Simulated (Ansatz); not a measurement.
GeSb$_{4}$Te$_{7}$ in space group P-3m1 (No. 164; Pearson symbol hP12) under volume change, DFT-r²SCAN+D4 in the program Ansatz with PAW potentials, shape and atoms relaxed at each volume.

| V (Å³/atom) | E − E(relaxed) (meV/atom) | P (GPa) |
|---|---|---|
| 29.084 | 31.9 | 4.09 |
| 30.043 | 12.8 | 2.38 |
| 31.002 | [?] | [?] |
| 31.961 | 0.0 | 0.00 |
| 32.920 | 2.2 | -0.68 |
| 33.878 | 7.4 | -1.04 |
| 34.837 | [?] | [?] |

### Question
What belongs in the gaps?

### Answer

- 34.837, E − E(relaxed) (meV/atom): 13.9
- 34.837, P (GPa): -1.11
- 31.002, E − E(relaxed) (meV/atom): 2.8
- 31.002, P (GPa): 1.01

### Question
What does a third-order Birch–Murnaghan fit give for V₀, B₀ and B′?

### Answer
V₀ = 31.99 Å³/atom, B₀ = 25.4 GPa, B′ = 12.5.

The first step of the workflow began from a Materials Project structure, measured or hypothetical; the Crystallography Open Database copy checked does not list it. Whether it is the stable phase at ambient conditions was not checked. The cell was relaxed with r²SCAN+D4 under the symmetry of its start; its stability against distortions is not shown here. Spin–orbit coupling is left out wherever it is not named.

Potentials: the later of the program's two PAW sets.
